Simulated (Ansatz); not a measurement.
Consider the following.

WSe₂:
```xyz
3
Lattice="0.0000 3.1004 3.1004 3.1004 0.0000 3.1004 3.1004 3.1004 0.0000" Properties=species:S:1:pos:R:3 pbc="T T T"
W      0.0000     0.0000     0.0000
Se     1.5502     1.5502     1.5502
Se     4.6506     4.6506     4.6506
```

This is the PBE-relaxed structure.

Q: All from plane-wave PAW PBE (Ansatz code), unless another level is named. Estimate the electronic character.

A: metallic (no gap).

Q: Give the density of states at the Fermi level.

A: 1.3 states/eV per atom (mean over ±0.08 eV).

Q: Next, the formation energy from the elements (no fitted shifts)?

A: 0.24 eV/atom.

Space group Fm-3m (fluorite or antifluorite type). The cell is a constructed one: a structure type filled with these elements; neither database checked (COD, Materials Project) lists it. It is not the phase usual at ambient conditions (space group No. 194). The PBE relaxation kept the symmetry of its start; its stability against distortions is not shown here. The run is not spin-polarised. The references are the lowest solids computed at this level, not always the standard phases. Scalar-relativistic: spin–orbit coupling is off unless named, which matters more the heavier the elements.

Potentials: the later of the program's two PAW sets.
